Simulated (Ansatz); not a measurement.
Input file for Ansatz (a first-principles code):

Ansatz 0.2 input:
```yaml
crystal:
  lattice:
    - [0.0, 3.0510965666, 3.0510965666]
    - [3.0510965666, 0.0, 3.0510965666]
    - [3.0510965666, 3.0510965666, 0.0]
  atoms:
    - { symbol: Ta, position: [0.0, 0.0, 0.0] }
    - { symbol: Ta, position: [0.25, 0.25, 0.25] }
kpoints:
  mp_grid: { grid: [9, 9, 9] }
  band_path:
    path:
      - [[0.0, 0.0, 0.0], [0.5, 0.0, 0.5], [0.625, 0.25, 0.625]]  # Γ-X-U
      - [[0.375, 0.375, 0.75], [0.0, 0.0, 0.0], [0.5, 0.5, 0.5], [0.5, 0.25, 0.75], [0.5, 0.0, 0.5]]  # K-Γ-L-W-X
    npoints: 12
basis: { xc_grid: 2 }
hamiltonian:
  xc: pbe
  pseudopotentials: { azcp: { folder: ./paw }, kind: paw_fr }
magnetization: { noncollinear: true, spin_orbit: true }
scf:
  n_extra_bands: 12
  convergence: { dr2_threshold: 0.0000000001 }
  occupations: { method: gaussian, width: 0.05 }
output: { eigenvalues: true }
```

Output (shortened):

```
Pseudopotential: Ta, paw, valence charge 13
Functional definition: PBE
non-collinear run that drives no moment, with spin-orbit …
Crystal: 2 atoms, lattice volume = 56.806 Å³
Basis set: ecut = 420 eV, 1067 PW (Γ), exchange–correlation on 60×60×60 points (8 copies of the dense FFT grid, shifted against one another)
Bands: 38, of which v1, the nominal top of the filled ones, is band 26 counted from 1 (25 counted from 0)
Symmetry: 48 space group operations + 48 with time reversal
k-points: 35 of 729
Projection manifold: j_resolved (fully-relativistic pseudo-atomic orbitals)
SCF iter   1: F=—  HF=-19905.867492 eV  |F-HF|=—  |Δ(HF+E_count)|=         —  Δρ=3.30e-2  dr2=4.81e-1  dr2_m=0.00e0 (ungated)  ethr=3.10e-3  |M|=0.00e0 ∫|m|=0.00e0 μB  |m|>n=0.0e0 m-floor=0.0e0 τ_xc=0.0e0  β_m=0.30  ⟨swp⟩=5.9  Hψ=3118  notcnv=0  defer=6
preconditioner: auto → Kerker (q_TF=auto, 2.395 Å⁻¹)
spin=Noncollinear: Kerker preconditioning applied to the charge; magnetization (m_x, m_y, m_z) channels mix plain (no charge-response kernel on spin).
SCF iter   2: F=—  HF=-19905.835472 eV  |F-HF|=—  |Δ(HF+E_count)|=   3.20e-2  Δρ=2.52e-2  dr2=2.90e-1  dr2_m=0.00e0 (ungated)  ethr=1.85e-3  |M|=0.00e0 ∫|m|=0.00e0 μB  |m|>n=0.0e0 m-floor=0.0e0 τ_xc=0.0e0  β_m=0.65  ⟨swp⟩=1.0  Hψ=805  notcnv=0  defer=14
SCF iter   3: F=—  HF=-19905.777099 eV  |F-HF|=—  |Δ(HF+E_count)|=   5.84e-2  Δρ=2.79e-3  dr2=6.55e-3  dr2_m=0.00e0 (ungated)  ethr=1.11e-3  |M|=0.00e0 ∫|m|=0.00e0 μB  |m|>n=0.0e0 m-floor=0.0e0 τ_xc=0.0e0  β_m=0.82  ⟨swp⟩=2.9  Hψ=1074  notcnv=0  defer=28
SCF iter   4: F=—  HF=-19905.776108 eV  |F-HF|=—  |Δ(HF+E_count)|=   9.90e-4  Δρ=1.23e-3  dr2=9.90e-4  dr2_m=0.00e0 (ungated)  ethr=2.52e-5  |M|=0.00e0 ∫|m|=0.00e0 μB  |m|>n=0.0e0 m-floor=0.0e0 τ_xc=0.0e0  β_m=0.91  ⟨swp⟩=2.1  Hψ=730  notcnv=0  defer=134
SCF iter   5: F=—  HF=-19905.776286 eV  |F-HF|=—  |Δ(HF+E_count)|=   1.78e-4  Δρ=3.45e-4  dr2=1.00e-4  dr2_m=0.00e0 (ungated)  ethr=3.81e-6  |M|=0.00e0 ∫|m|=0.00e0 μB  |m|>n=0.0e0 m-floor=0.0e0 τ_xc=0.0e0  β_m=0.96  ⟨swp⟩=1.0  Hψ=589  notcnv=0  defer=134
SCF iter   6: F=—  HF=-19905.776339 eV  |F-HF|=—  |Δ(HF+E_count)|=   5.28e-5  Δρ=6.49e-5  dr2=1.91e-6  dr2_m=0.00e0 (ungated)  ethr=3.86e-7  |M|=0.00e0 ∫|m|=0.00e0 μB  |m|>n=0.0e0 m-floor=0.0e0 τ_xc=0.0e0  β_m=0.98  ⟨swp⟩=2.0  Hψ=725  notcnv=0  defer=134
SCF iter   7: F=—  HF=-19905.776343 eV  |F-HF|=—  |Δ(HF+E_count)|=   4.47e-6  Δρ=9.92e-6  dr2=3.25e-8  dr2_m=0.00e0 (ungated)  ethr=7.35e-9  |M|=0.00e0 ∫|m|=0.00e0 μB  |m|>n=0.0e0 m-floor=0.0e0 τ_xc=0.0e0  β_m=0.99  ⟨swp⟩=2.0  Hψ=765  notcnv=0  defer=138
SCF iter   8: F=—  HF=-19905.776343 eV  |F-HF|=—  |Δ(HF+E_count)|=   1.01e-7  Δρ=1.03e-6  dr2=4.41e-10  dr2_m=0.00e0 (ungated)  ethr=1.25e-10  |M|=0.00e0 ∫|m|=0.00e0 μB  |m|>n=0.0e0 m-floor=0.0e0 τ_xc=0.0e0  β_m=0.99  ⟨swp⟩=2.0  Hψ=766  notcnv=0  defer=138
SCF iter   9: F=-19905.776343 eV  HF=-19905.776343 eV  |F-HF|=2.55e-11  |Δ(HF+E_count)|=  9.50e-10  Δρ=1.72e-7  dr2=1.21e-11  dr2_m=0.00e0 (ungated)  ethr=1.00e-12  |M|=0.00e0 ∫|m|=0.00e0 μB  |m|>n=0.0e0 m-floor=0.0e0 τ_xc=0.0e0  ⟨swp⟩=8.0  Hψ=2127  notcnv=0
SCF 1 converged in 9 iterations: F = -19905.776343 eV  dr2 = 1.21e-11
NSCF: frozen V_eff on 74 k-points
SCF converged after 9 iterations
Magnetization: |M| = 0.0000 μB,  M = (+0.0000, +0.0000, +0.0000) μB
Absolute magnetization: 0.0000 μB (∫|m|)
  site 0: m = (+0.0000, +0.0000, +0.0000) μB, |m| = 0.0000 μB  (R = 1.09 Å)
  site 1: m = (+0.0000, +0.0000, +0.0000) μB, |m| = 0.0000 μB  (R = 1.09 Å)
Free energy (F): -19905.776343 eV
Harris-Foulkes:  -19905.776343 eV  (|F-HF|=2.55e-11)
Internal energy: -19905.772056 eV  (E = F + TS)
E sigma→0 (E₀):  -19905.774200 eV
Entropy (-TS):   -0.004287 eV (-2.144 meV/atom)
Fermi energy:    10.256552 eV
--- Per-component energies (eV) ---
  E_band       = -424.524539
  E_kinetic    = 779.429420
  E_local      = -1945.267808  (includes V_loc(G=0)·N_el)
  E_nonlocal   = -19.650111
  E_hartree    = 713.393145
  E_xc         = -634.443639
  E_vxc        = -457.131835  (∫ρ·V_xc dr)
  E_paw        = -16650.990969  (= ΣΔE_a)
  E_vpaw       = -208.690563  (= ΣTr[D̂ρ^β])
  E_aug_tail   = 0.000134  (compensation charges beyond the density's cutoff)
  E_ewald      = -2148.242228
  E_smearing   = -0.004287  (= −TS)
  E_closure    =  0.000000  (closes the sum)
  Σ components = -19905.776343   (vs F -19905.776343, Δ=0.00e0)
  [band-id]    e_kinetic+e_local+e_nonlocal+2·e_hartree+e_vxc+e_vpaw+e_augmentation_tail = -424.524471   (vs E_band -424.524539, Δ=6.74e-5)
--- Band table (eV; the first three rows and the last of 35) ---
  k-point 0: bands = ["-56.8411", "-56.8411", "-56.5790", "-56.5790", "-29.9198", "-29.9198", "-29.3781", "-29.3781", "-21.4589", "-21.4589", "-21.4589", "-21.4589", "-20.5261", "-20.5261", "-20.5261", "-20.5261", "4.6965", "4.6965", "9.3060", "9.3060", …
  k-point 1: bands = ["-56.8353", "-56.8353", "-56.5849", "-56.5849", "-29.9090", "-29.9090", "-29.3920", "-29.3920", "-21.4725", "-21.4725", "-21.4313", "-21.4313", "-20.5526", "-20.5526", "-20.5116", "-20.5116", "4.8913", "4.8913", "9.1924", "9.1924", …
  k-point 2: bands = ["-56.8192", "-56.8192", "-56.6014", "-56.6014", "-29.8789", "-29.8789", "-29.4299", "-29.4299", "-21.5052", "-21.5052", "-21.3532", "-21.3532", "-20.6273", "-20.6273", "-20.4761", "-20.4761", "5.4427", "5.4427", "9.0937", "9.0937", …
  k-point 34: bands = ["-56.7283", "-56.7283", "-56.6935", "-56.6935", "-29.7027", "-29.7027", "-29.6293", "-29.6293", "-21.5466", "-21.5466", "-21.0450", "-21.0450", "-20.9243", "-20.9243", "-20.4272", "-20.4272", "8.2498", "8.2498", "8.3943", "8.3943", …
```

Cost: very roughly 40 core-seconds on shared cores.

Space group Fd-3m (diamond). The start of the workflow was typed in or built on a structure type; neither database checked (COD, Materials Project) lists it. It is not the phase usual at ambient conditions (space group No. 229). Symmetry was held in the PBE relaxation; whether a distortion lowers the energy is not shown. No spin polarisation was allowed.

Potentials: the earlier of the program's two PAW sets.

Ansatz is a plane-wave DFT program.
